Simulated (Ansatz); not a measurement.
**Ni (hcp, Mg type), energy against volume**

Ni (hcp, Mg type)

```xyz
2
Lattice="2.4460 0.0000 0.0000 -1.2230 2.1183 0.0000 0.0000 0.0000 4.0695" Properties=species:S:1:pos:R:3 pbc="T T T"
Ni     0.0000     1.4122     1.0174
Ni     1.2230     0.7061     3.0521
```

The volume is varied about the relaxed value V₀ at fixed cell shape. Symmetry pins the atoms to their sites.

Computed with r2SCAN (plane waves to 500 eV, PAW, scalar-relativistic; Ansatz, a first-principles code). k mesh 22×22×12 (Γ-centred), Fermi-Dirac smearing 0.05 eV. Energies are smeared free energies. Stress and pressure are positive under compression. With the shape held, the modulus is that of even scaling; a crystal free to change shape is softer. Ni was relaxed with its symmetry unable to fall. Relaxed Ni ends ferromagnetic. This is one of several known forms of Ni; the measured ambient cells at hand have space group No. 225. The magnetic order is the one the run started from; other orders were not tried. The zero of ΔE is the relaxed starting cell.

```
V/V₀   ΔE (eV/atom)  P (GPa)  moment (μB/cell)
-----  ------------  -------  ----------------
0.940         0.028     15.4              1.36
0.952         0.018     11.8              1.37
0.964         0.010      8.5              1.38
0.976         0.004      5.5              1.39
0.988         0.001      2.6              1.41
1.000         0.000      0.0              1.43
1.012         0.001     -2.4              1.45
1.024         0.004     -4.7              1.46
1.036         0.008     -6.8              1.48
1.048         0.015     -8.8              1.49
1.060         0.022    -10.7              1.50
```

Summary:

```yaml
pressure_at_the_smallest_volume: 15.4 GPa
energy_cost_of_the_largest_compression: 28 meV/atom
energy_cost_of_the_largest_expansion: 22 meV/atom
Bulk modulus at fixed cell shape B₀ (third-order Birch-Murnaghan fit): 212 GPa
Pressure derivative B₀′ (fit): 5.1
equilibrium_volume_of_the_fit: 10.54 Å³/atom
Pressure for 5 % compression (fit): 12.4 GPa
```

(A scan under strain: stresses follow from slopes of the energy per volume, elastic moduli from its curvatures.)
